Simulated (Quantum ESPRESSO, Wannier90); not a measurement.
# Wannierisation of LiH (rock salt)

```
CELL_PARAMETERS angstrom
      0.00000     2.00862     2.00862
      2.00862     0.00000     2.00862
      2.00862     2.00862     0.00000
ATOMIC_POSITIONS crystal
  Li 0.00000 0.00000 0.00000
  H  0.50000 0.50000 0.50000
```

Structure: Materials Project mp-23703, symmetrised, not relaxed again. COD (Crystallography Open Database) has an entry of this formula and space group (matched by these alone). Level: PBEsol, no spin polarisation, no spin-orbit coupling; pw.x of Quantum ESPRESSO at 60 Ry with PseudoDojo potentials, 12×12×12 k-points, Wannier90. Density: 14×14×14 mesh, cold smearing 0.01 Ry.

The plane-wave run has 12 bands and 4 electrons a cell. On the energy scale of pw.x, whose zero is arbitrary, the valence-band maximum lies at 0.67 eV.

Isolated groups of bands, relative to the valence-band maximum (bands from 3 on overlap up to the last one computed):

```json
[
 {"bands": "1", "from (eV)": "-43.73", "to (eV)": "-43.67", "filling": "filled", "weight on atomic waves": "Li 1s 98 %"},
 {"bands": "2", "from (eV)": "-5.52", "to (eV)": "0.00", "filling": "filled", "weight on atomic waves": "H 1s 78 %, Li 2s 19 %"}
]
```

Input w.win, without the blocks of cell, atoms and k-points (1728 lines):

```
num_bands = 11
num_wann = 5
exclude_bands = 1
num_iter = 1000
conv_tol = 1.0e-6
conv_window = 4
dis_num_iter = 1000
dis_conv_tol = 1.0e-6
dis_froz_max = 4.93
dis_win_max = 18.05
write_hr = true
write_u_matrices = true
begin projections
f=0.01751,-0.00654,0.00477: s;p
f=0.47862,0.50900,0.50777: s
end projections
mp_grid = 12 12 12
```

wannier90.x stops with:
```
dis_windows: Energy window contains fewer states than number of target WFs
```
At some k-point the outer window holds fewer bands than num_wann, so no subspace of that size can be extracted. Mended as below, all else unchanged, the run goes through (Ω_I = 3.9 Å²) and follows the plane-wave bands to 19 meV rms (states up to 3.8 eV relative to the valence-band maximum).
Remove the line dis_win_max = 18.05.
